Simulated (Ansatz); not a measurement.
One crystal and one scan (energy against volume) at two levels, PBE (plane waves to 420 eV, PAW, scalar-relativistic; Ansatz, a quantum-chemistry and plane-wave program) and r2SCAN (plane waves to 500 eV, PAW, scalar-relativistic; Ansatz), each from its own relaxed cell and on its own mesh. The cell shown is that of PBE.

SnTe (rock salt)

```yaml
crystal:
  lattice:
    - [0.00000, 3.20463, 3.20463]
    - [3.20463, 0.00000, 3.20463]
    - [3.20463, 3.20463, 0.00000]
  atoms:
    - { symbol: Te, position: [0.00000, 0.00000, 0.00000] }
    - { symbol: Sn, position: [0.50000, 0.50000, 0.50000] }
```

E(V) scan at fixed shape, V₀ the volume above. Symmetry pins the atoms to their sites.

E stands for the smeared free energy. SnTe was relaxed with its symmetry unable to fall. Spin-orbit coupling is left out, though Te is heavy. The PAW data are Ansatz's earlier set. Percentages come from the unrounded values. Both scans cover V/V₀ from 0.900 to 1.100.

Results of PBE:

* **Lattice constant a (Å)**: 6.409
* **Pressure at the smallest volume (GPa)**: 5.39
* **Energy cost of the largest compression (meV/atom)**: 50.4
* **Energy cost of the largest expansion (meV/atom)**: 34.9
* **Bulk modulus B₀ (third-order Birch-Murnaghan fit) (GPa)**: 40.5
* **Pressure for 5 % compression (fit) (GPa)**: 2.3

Q: What does r2SCAN give for the same quantities?

A: 
```json
[
 {"quantity": "Lattice constant a (Å)", "r2SCAN": "6.371", "PBE − r2SCAN": "+0.038 (+0.6 %)"},
 {"quantity": "Pressure at the smallest volume (GPa)", "r2SCAN": "5.83", "PBE − r2SCAN": "-0.44 (-7.5 %)"},
 {"quantity": "Energy cost of the largest compression (meV/atom)", "r2SCAN": "53.5", "PBE − r2SCAN": "-3.1 (-5.8 %)"},
 {"quantity": "Energy cost of the largest expansion (meV/atom)", "r2SCAN": "37.4", "PBE − r2SCAN": "-2.5 (-6.8 %)"},
 {"quantity": "Bulk modulus B₀ (third-order Birch-Murnaghan fit) (GPa)", "r2SCAN": "44.0", "PBE − r2SCAN": "-3.5 (-8.0 %)"},
 {"quantity": "Pressure for 5 % compression (fit) (GPa)", "r2SCAN": "2.5", "PBE − r2SCAN": "-0.2 (-8 %)"}
]
```

PBE gives the higher value for: lattice constant a. PBE gives the lower value for: pressure at the smallest volume; energy cost of the largest compression; energy cost of the largest expansion; bulk modulus B₀. For the lattice constant a the reference is 6.316 Å (measured, room temperature or unstated; as given in Ayanesh Maiti, Ankita Singh, Kartik K. Iyer et al., Applied Physics Letters (2022), arXiv:2109.01420): it holds thermal shifts, so no verdict is drawn. For the bulk modulus B₀ the reference is 37.8 GPa (measured, room temperature or unstated; as given in Cormac Toher, Corey Oses, Jose J. Plata et al., Physical Review Materials (2017), arXiv:1611.05714): it holds thermal shifts, so no verdict is drawn. 

(A scan under strain: stresses follow from slopes of the energy per volume, elastic moduli from its curvatures.)
